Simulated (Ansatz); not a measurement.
Consider the following.

MoIr:
```cif
data_IrMo
_chemical_formula_sum 'Mo1 Ir1'
_space_group_name_H-M_alt 'P-6m2'
_space_group_IT_number 187
_space_group_name_Hall 'P -6 2'
_cell_length_a 2.73891
_cell_length_b 2.73891
_cell_length_c 4.40410
_cell_angle_alpha 90.000
_cell_angle_beta 90.000
_cell_angle_gamma 120.000
loop_
_atom_site_label
_atom_site_type_symbol
_atom_site_symmetry_multiplicity
_atom_site_Wyckoff_symbol
_atom_site_fract_x
_atom_site_fract_y
_atom_site_fract_z
_atom_site_occupancy
Mo1 Mo 1 a 0.00000 0.00000 0.00000 1
Ir1 Ir 1 d 0.33333 0.66667 0.50000 1
```

This is the LDA-relaxed structure.

Problem. All from the program Ansatz at the LDA level (PAW), unless another level is named. Estimate the Poisson's ratio.

Solution. 0.28.

Problem. Predict the highest zone-centre frequency.

Solution. 209 cm^-1.

The first step of the workflow began from a Materials Project structure, measured or hypothetical; the Crystallography Open Database copy checked does not list it. COD files the formula under space group No. 51. With Mo and Ir taken as one species the cell has the higher symmetry P6_3/mmc, so it may be an ordered model of a mixed-site phase. Its standing as an ambient phase is unchecked. The LDA relaxation kept the symmetry of its start; its stability against distortions is not shown here. The run is not spin-polarised. As this level gives no gap, phonon frequencies hold no LO–TO term and depend on the k-mesh and smearing (Fermi–Dirac, 0.1 eV here). Spin–orbit coupling is left out wherever it is not named.

Potentials: the later of the program's two PAW sets.
